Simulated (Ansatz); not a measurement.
GeSe:
```cif
data_Ge4Se4
_chemical_formula_sum 'Ge4 Se4'
_space_group_name_H-M_alt 'Pnma'
_space_group_IT_number 62
_space_group_name_Hall '-P 2ac 2n'
_cell_length_a 10.63031
_cell_length_b 3.83294
_cell_length_c 4.20004
_cell_angle_alpha 90.000
_cell_angle_beta 90.000
_cell_angle_gamma 90.000
loop_
_atom_site_label
_atom_site_type_symbol
_atom_site_symmetry_multiplicity
_atom_site_Wyckoff_symbol
_atom_site_fract_x
_atom_site_fract_y
_atom_site_fract_z
_atom_site_occupancy
Ge1 Ge 4 c 0.11947 0.25000 0.10539 1
Se1 Se 4 c 0.35640 0.25000 0.00810 1
```

Relaxed with LDA. LDA in the plane-wave PAW code Ansatz gives a gap of 0.26 eV.

### Question
What gap does HSE06 give on the same cell (Ansatz, PAW)?

### Answer
0.75 eV, 0.49 eV more. The hybrid was solved on a coarser mesh and at special points; its gap is the smallest among all of these.

```
k  v1 LDA  c1 LDA    v1 HSE06    c1 HSE06
-  ------  ------  ----------  ----------
Γ   -0.47    0.28       -0.53        0.75
X   -0.62    2.16  (withheld)  (withheld)
Z   -0.56    0.98  (withheld)  (withheld)
U   -0.69    1.01       -0.61        1.48
Y   -1.29    0.86  (withheld)  (withheld)
S   -1.61    1.33       -1.72        1.90
T   -1.85    2.69  (withheld)  (withheld)
R   -1.78    2.28       -2.04        2.90
```

### Question
Top valence (v1) and lowest conduction level (c1) in eV from each method's valence maximum (which need not be a listed point): supply the withheld HSE06 values.

### Answer

- Y, v1 HSE06: -1.40
- Y, c1 HSE06: 1.37
- T, v1 HSE06: -2.10
- T, c1 HSE06: 3.40
- Z, v1 HSE06: -0.48
- Z, c1 HSE06: 1.48
- X, v1 HSE06: -0.74
- X, c1 HSE06: 2.74

Cost on shared cores: the LDA run (SCF on a 3×7×7 mesh, then bands and DOS) about 3 core-minutes (a rough figure), the HSE06 run (SCF on 2×4×4, then a few points) roughly 8 core-minutes; the tasks are unlike.

Symmetry was held in the LDA relaxation. A crystal of weakly bound layers computed without a dispersion correction: the cell and the soft elastic constants depend strongly on that. Spin–orbit coupling is left out wherever it is not named.

Potentials: the later of the program's two PAW sets.
